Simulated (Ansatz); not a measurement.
Task: Each is relaxed and computed with r²SCAN in the plane-wave PAW code Ansatz. Which is the only metal?
A. Fe3Si, P4/mmm (Fe on 2h, Fe on 1b, Si on 1a)
B. SiC, P6_422 (Si on 3c, C on 3d)
C. MgCdS2, P4/mmm (Mg on 1d, Cd on 1a, S on 1b, S on 1c)
D. SiGe, R-3m (Si on 6c, Ge on 6c)

Result: A, Fe3Si, P4/mmm (Fe on 2h, Fe on 1b, Si on 1a). Fe3Si: metal; SiC: gap 1.18 eV (indirect); SiGe: gap 0.65 eV (indirect); MgCdS2: gap 0.73 eV (indirect). Spin orders computed, not proven ground states: Fe3Si, P4/mmm (Fe on 2h, Fe on 1b, Si on 1a) ferromagnetic. Typed or built starts, not in the databases checked: SiC, P6_422 (Si on 3c, C on 3d); SiGe, R-3m (Si on 6c, Ge on 6c). Not the usual ambient phase: SiC, P6_422 (Si on 3c, C on 3d). Standing as an ambient phase not checked: Fe3Si, P4/mmm (Fe on 2h, Fe on 1b, Si on 1a); MgCdS2, P4/mmm (Mg on 1d, Cd on 1a, S on 1b, S on 1c). Perhaps ordered models of mixed-site phases: MgCdS2, P4/mmm (Mg on 1d, Cd on 1a, S on 1b, S on 1c). All cells were relaxed under the symmetry of their starts (and spin orders); stability against distortions was not tested throughout. Spin–orbit coupling is left out wherever it is not named.

Potentials: the later of the program's two PAW sets.
